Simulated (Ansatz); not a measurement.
Consider the following.

NiSi (MnP type, space group Pnma)

```cif
data_Ni4Si4
_chemical_formula_sum 'Ni4 Si4'
_space_group_name_H-M_alt 'Pnma'
_space_group_IT_number 62
_space_group_name_Hall '-P 2ac 2n'
_cell_length_a 5.10471
_cell_length_b 3.36011
_cell_length_c 5.50384
_cell_angle_alpha 90.000
_cell_angle_beta 90.000
_cell_angle_gamma 90.000
loop_
_space_group_symop_operation_xyz
  'x, y, z'
  '-x, -y, -z'
  '-x+1/2, -y, z+1/2'
  'x+1/2, y, -z+1/2'
  'x+1/2, -y+1/2, -z+1/2'
  '-x+1/2, y+1/2, z+1/2'
  '-x, y+1/2, -z'
  'x, -y+1/2, z'
loop_
_atom_site_label
_atom_site_type_symbol
_atom_site_symmetry_multiplicity
_atom_site_Wyckoff_symbol
_atom_site_fract_x
_atom_site_fract_y
_atom_site_fract_z
_atom_site_occupancy
Ni1 Ni 4 c 0.00941 0.25000 0.81308 1
Si1 Si 4 c 0.17878 0.25000 0.41278 1
```

Equation-of-state scan: isotropic scaling of the cell above, V₀ being its volume. The atoms relax within the cell's symmetry.

All values below come from PBEsol (plane waves to 420 eV, PAW, scalar-relativistic; Ansatz, a program for electronic structure). k mesh 9×14×9 (Γ-centred), Fermi-Dirac smearing 0.05 eV. E stands for the smeared free energy. Stress and pressure are positive under compression. With the shape held, the modulus is that of even scaling; a crystal free to change shape is softer. NiSi is run without spin polarisation. NiSi was relaxed with its symmetry unable to fall. The PAW data are Ansatz's earlier set. The zero of ΔE is the relaxed starting cell.

The scan covers V/V₀ from 0.900 to 1.100 in 11 points.

### Question
What is the fitted pressure derivative B₀′?

### Answer
4.6.

### Question
What bulk modulus at fixed cell shape B₀ follows from a third-order Birch-Murnaghan fit?

### Answer
185 GPa.

(Under strain, the slope of the energy per volume gives the stress and its curvature an elastic modulus.)
